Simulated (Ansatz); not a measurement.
Relaxed-ion elastic tensor of Sr (diamond, Fd-3m) in GPa (Voigt order), the program Ansatz at the r²SCAN level (PAW); density 1.27 g/cm³, 114.23 Å³ per atom.

```csv
,1,2,3,4,5,6
1,0.6,4.1,4.1,0.0,0.0,0.0
2,4.1,0.6,4.1,0.0,0.0,0.0
3,4.1,4.1,0.6,0.0,0.0,0.0
4,0.0,0.0,0.0,-4.9,0.0,0.0
5,0.0,0.0,0.0,0.0,-4.9,0.0
6,0.0,0.0,0.0,0.0,0.0,-4.9
```

Problem. Is the crystal mechanically stable?

Solution. No: the smallest eigenvalue of C is -4.9 GPa.

The start of the workflow was typed in or built on a structure type; neither database checked (COD, Materials Project) lists it. It is not the phase usual at ambient conditions (space group No. 225). Symmetry was held in the r²SCAN relaxation. At this level the phase is mechanically unstable. The volume moved by 28 % from the start of the relaxation. As this level gives no gap, shear constants depend on the k-mesh and smearing (Fermi–Dirac, 0.1 eV here).

Potentials: the later of the program's two PAW sets.
